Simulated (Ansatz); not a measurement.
AlMo₂N in space group P6_3/mmc (No. 194; Al on 2d, Mo on 4f, N on 2a) under volume change, the program Ansatz at the PBE level (PAW), shape and atoms relaxed at each volume.

| V (Å³/atom) | E − E(relaxed) (meV/atom) | P (GPa) |
|---|---|---|
| 11.722 | 86.6 | 26.11 |
| 12.109 | 36.2 | 15.92 |
| 12.495 | 8.5 | 7.27 |
| 12.881 | 0.0 | 0.00 |
| 13.268 | 7.6 | -6.13 |
| 13.654 | 28.7 | -11.21 |
| 14.041 | 60.5 | -14.78 |

**Question.** What does a third-order Birch–Murnaghan fit give for V₀, B₀ and B′?

**Answer.** V₀ = 12.88 Å³/atom, B₀ = 218 GPa, B′ = 5.2.

The start of the workflow was typed in or built on a structure type; neither database checked (COD, Materials Project) lists it. Whether it is the stable phase at ambient conditions was not checked. Symmetry was held in the PBE relaxation; whether a distortion lowers the energy is not shown. The workflow began spin-polarised and lost its moments. The volume moved by 16 % from the start of the relaxation.

Potentials: the earlier of the program's two PAW sets.
